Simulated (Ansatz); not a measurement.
Ansatz (a quantum-chemistry and plane-wave program) input:

Ansatz 0.2 input:
```yaml
crystal:
  lattice:
    - [-1.9844801142, 1.9844801142, 4.4317088268]
    - [1.9844801142, -1.9844801142, 4.4317088268]
    - [1.9844801142, 1.9844801142, -4.4317088268]
  atoms:
    - { symbol: La, position: [0.0, 0.0, 0.0] }
    - { symbol: Pd, position: [0.75, 0.25, 0.5] }
    - { symbol: Pd, position: [0.25, 0.75, 0.5] }
kpoints:
  mp_grid: { grid: [14, 14, 14] }
hamiltonian:
  xc: r2scan
  pseudopotentials: { kind: paw }
scf:
  occupations: { method: gaussian, width: 0.1 }
checkpoint: { read: metal.run }
output: { write_density: true, elf: true, volumetric_format: npy }
basis: { fft_grid_basis: typed }
```

Output (shortened):

```
Pseudopotential: La, paw, valence charge 11
Pseudopotential: Pd, paw, valence charge 18
Functional definition: r2SCAN
Crystal: 3 atoms, lattice volume = 69.811 Å³
Basis set: ecut = 500 eV, 1753 PW (Γ), exchange–correlation on 160×160×160 points (64 copies of the dense FFT grid, shifted against one another)
Bands: 29, of which v1, the nominal top of the filled ones, is band 24 counted from 1 (23 counted from 0)
Symmetry: 16 space group operations
Space group: I4/mmm (ITA 139), of the structure as read, at distance tolerance 4.1e-5 Å
k-points: 244 of 2744
Stability of the state it starts from, as read at its close in the unpolarized treatment …
iter 1 solved again at ethr=4.26e-9 eV; its pass at ethr=3.10e-3 eV (dr2=2.00e-6 eV) is discarded
SCF iter   1: F=—  HF=-20237.982519 eV  |F-HF|=—  |Δ(HF+E_count)|=         —  Δρ=2.54e-7  dr2=6.02e-11  dr2_τ=2.47e-12  ethr=4.26e-9  ⟨swp⟩=4.2  Hψ=55028  notcnv=0
preconditioner: auto → LDOS
SCF iter   2: F=-20237.982519 eV  HF=-20237.982519 eV  |F-HF|=8.00e-11  |Δ(HF+E_count)|=   1.45e-7  Δρ=3.51e-7  dr2=9.75e-11  dr2_τ=7.65e-12  ethr=1.00e-12  ⟨swp⟩=5.1  Hψ=22203  notcnv=0
SCF 1 converged in 2 iterations: F = -20237.982519 eV  dr2 = 9.75e-11
SCF converged after 2 iterations
Free energy (F): -20237.982519 eV
Harris-Foulkes:  -20237.982519 eV  (|F-HF|=8.00e-11)
Internal energy: -20237.973274 eV  (E = F + TS)
E sigma→0 (E₀):  -20237.977897 eV
Entropy (-TS):   -0.009245 eV (-3.082 meV/atom)
Fermi energy:    14.156500 eV
--- Per-component energies (eV) ---
  E_band       = -539.513341
  E_kinetic    = 1228.569568
  E_local      = -5710.234104  (includes V_loc(G=0)·N_el)
  E_nonlocal   = 528.425773
  E_hartree    = 2380.017574
  E_xc         = -453.617856
  E_vxc        = -627.963672  (∫ρ·V_xc dr)
  E_paw        = -12983.531712  (= ΣΔE_a)
  E_vpaw       = -761.760326  (= ΣTr[D̂ρ^β])
  E_aug_tail   = 0.000215  (compensation charges beyond the density's cutoff)
  E_vtau       = 43.413242  (kinetic-family band-sum trace: ∫τ·v_τ [+ j·A + Jᵃ·Aᵃ] dr)
  E_ewald      = -5226.767072
  E_core_change = -0.835661  (= ΣΔE_core)
  E_smearing   = -0.009245  (= −TS)
  E_closure    =  0.000000  (closes the sum)
  Σ components = -20237.982519   (vs F -20237.982519, Δ=0.00e0)
  [band-id]    e_kinetic+e_local+e_nonlocal+2·e_hartree+e_vxc+e_vpaw+e_augmentation_tail+e_vtau = -539.514156   (vs E_band -539.513341, Δ=-8.15e-4)
--- Band table (eV; the first three rows and the last of 244) ---
  k-point 0: bands = ["-72.6232", "-72.5928", "-37.6715", "-37.6347", "-37.5407", "-37.5407", "-37.3701", "-37.3701", "-19.6447", "-2.9917", "-2.8949", "-2.8949", "8.7243", "9.6989", "9.9327", "9.9411", "10.8234", "10.8234", "11.5768", "11.8251", "11.8251", …
  k-point 1: bands = ["-72.6224", "-72.5935", "-37.6706", "-37.6357", "-37.5417", "-37.5316", "-37.3797", "-37.3693", "-19.6408", "-2.9897", "-2.9212", "-2.9138", "8.8526", "9.7624", "10.0014", "10.0286", "10.7794", "10.8756", "11.5339", "11.7786", "11.8398", …
  k-point 2: bands = ["-72.6203", "-72.5956", "-37.6679", "-37.6382", "-37.5445", "-37.5059", "-37.4063", "-37.3672", "-19.6299", "-2.9923", "-2.9842", "-2.9660", "9.1817", "9.9783", "10.1985", "10.2782", "10.6584", "11.0270", "11.4257", "11.6456", "11.8580", …
  k-point 243: bands = ["-72.6232", "-72.5928", "-37.6729", "-37.6342", "-37.5408", "-37.5408", "-37.3701", "-37.3701", "-19.6294", "-3.1448", "-2.8654", "-2.8654", "9.3135", "9.6302", "9.7333", "10.0389", "10.0389", "10.3796", "12.0312", "12.0312", …
```

Cost: about 19 core-seconds (a rough figure) on shared cores.

The workflow started from an entry of the Crystallography Open Database (COD). Whether it is the stable phase at ambient conditions was not checked. The cell was relaxed with r²SCAN under the symmetry of its start; its stability against distortions is not shown here. No spin polarisation was allowed. The volume moved by -19 % from the start of the relaxation. The volume fell by over 15 % from the filed cell, which may lack light atoms or belong to other conditions. Scalar-relativistic: spin–orbit coupling is off unless named, which matters more the heavier the elements.

Potentials: the later of the program's two PAW sets.

Ansatz is a plane-wave DFT program.
